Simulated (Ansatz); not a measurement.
Input:

LaWN$_{3}$:
```cif
data_La2N6W2
_chemical_formula_sum 'La2 W2 N6'
_space_group_name_H-M_alt 'P 1'
_space_group_IT_number 1
_cell_length_a 5.61939
_cell_length_b 5.61939
_cell_length_c 5.61939
_cell_angle_alpha 60.332
_cell_angle_beta 60.332
_cell_angle_gamma 60.332
loop_
_space_group_symop_operation_xyz
  'x, y, z'
loop_
_atom_site_label
_atom_site_type_symbol
_atom_site_fract_x
_atom_site_fract_y
_atom_site_fract_z
_atom_site_occupancy
La1 La 0.53680 0.53680 0.53680 1
La2 La 0.03680 0.03680 0.03680 1
W1 W 0.78547 0.78547 0.78547 1
W2 W 0.28547 0.28547 0.28547 1
N1 N 0.00039 0.10326 0.55578 1
N2 N 0.55578 0.00039 0.10326 1
N3 N 0.10326 0.55578 0.00039 1
N4 N 0.05578 0.60326 0.50039 1
N5 N 0.60326 0.50039 0.05578 1
N6 N 0.50039 0.05578 0.60326 1
```

This is the PBEsol-relaxed structure.

Task: All from plane-wave PAW PBEsol (Ansatz code), unless another level is named. Give the Born charges (a third of the trace).

Result: La +4.40, W +9.10, N -4.50 e.

Task: And the largest static χ(2) component?

Result: 190 pm/V.

Task: Predict the electronic dielectric constant ε∞ (DFPT).

Result: 15.6 (xx = yy), 12.6 (zz).

Space group R3c. The first step of the workflow began from a Materials Project structure, measured or hypothetical; the Crystallography Open Database copy checked does not list it. Whether it is the stable phase at ambient conditions was not checked. The PBEsol relaxation kept the symmetry of its start; phonons on a q-mesh show no instability. The run is not spin-polarised. Scalar-relativistic: spin–orbit coupling is off unless named, which matters more the heavier the elements.

Potentials: the later of the program's two PAW sets.
